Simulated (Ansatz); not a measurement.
# Two states of SrVO₃

```
Sr V O
1.0
     3.79023    0.00000    3.79023
     0.00000    3.79023    0.00000
     3.79023    0.00000   -3.79023
Sr V O
2 2 6
Cartesian
  1.8951 1.8951 -1.8951
  1.8951 1.8951 1.8951
  0.0000 0.0000 0.0000
  3.7902 0.0000 0.0000
  1.8951 0.0000 0.0000
  5.6853 0.0000 0.0000
  0.0000 1.8951 0.0000
  3.7902 1.8951 0.0000
  3.7902 0.0000 -1.8951
  3.7902 0.0000 1.8951
```

Method: r2SCAN, with U = 5.88 eV and J = 0.67 eV on V d (all-electron-ortho-atomic projectors); PAW, plane waves to 500 eV, 4×6×4 Γ-centred mesh, fermi-dirac occupations (width 0.0121 eV) (Ansatz 0.2.0), atoms fixed.

State A: V3 up, V4 up (collinear spin). State B: V3 up, V4 down (collinear spin).

Problem. Compare the two self-consistent states.

Solution. State A is lower by 1.4 meV an atom at zero smearing.

```csv
state,free energy (meV/atom),largest moment in a small sphere (μB),net moment (μB/cell),gap on mesh (eV),pressure (GPa),largest force (eV/Å)
A,0.0,0.83,2.00,0.96,13.7,0.77
B,1.4,0.79,0.00,1.64,13.7,0.79
```

Origin: a database entry at a rescaled volume. Caveats: the state breaks the symmetry of the cell; atoms or cell far from equilibrium.
